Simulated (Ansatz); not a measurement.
HfGa$_{5}$Co:
```xyz
7
Lattice="4.0915 0.0000 0.0000 0.0000 4.0915 0.0000 0.0000 0.0000 6.5463" Properties=species:S:1:pos:R:3 pbc="T T T"
Hf     0.0000     0.0000     0.0000
Ga     0.0000     2.0457     1.9901
Ga     0.0000     2.0457     4.5562
Ga     2.0457     0.0000     1.9901
Ga     2.0457     0.0000     4.5562
Ga     2.0457     2.0457     0.0000
Co     0.0000     0.0000     3.2732
```

Relaxed with r²SCAN. Special points in fractions of this cell's reciprocal vectors: Γ (0.000, 0.000, 0.000); X (0.000, 0.500, 0.000); M (0.500, 0.500, 0.000); Z (0.000, 0.000, 0.500); R (0.000, 0.500, 0.500); A (0.500, 0.500, 0.500).

Problem. List the band energies nearest the Fermi level at these points for plane-wave PAW r²SCAN (Ansatz code).

Solution. In eV from the Fermi level; about four levels below and three above (degenerate sets whole), none deeper than 8.9 eV; points with the same levels are listed once.

```csv
k,below,above
Γ,-1.68 -0.40 -0.04 -0.04,0.91 1.19 1.44
X,-1.76 -1.67 -1.66 -0.21,0.41 0.87 1.22
M,-1.91 -1.66 -1.31 -1.31,0.11 1.32 2.31
Z,-1.68 -1.28 -0.40 -0.40,0.35 1.19 1.90
R,-2.42 -2.28 -1.79 -1.58,0.21 0.36 1.15
A,-1.95 -1.95 -1.90 -1.59 -1.26,0.75 1.75 2.28
```

Space group P4/mmm. The first step of the workflow began from a Materials Project structure, measured or hypothetical; the Crystallography Open Database copy checked does not list it. Whether it is the stable phase at ambient conditions was not checked. The r²SCAN relaxation kept the symmetry of its start; whether a distortion lowers the energy is not shown. The run is not spin-polarised. Spin–orbit coupling is left out wherever it is not named.

Potentials: the later of the program's two PAW sets.
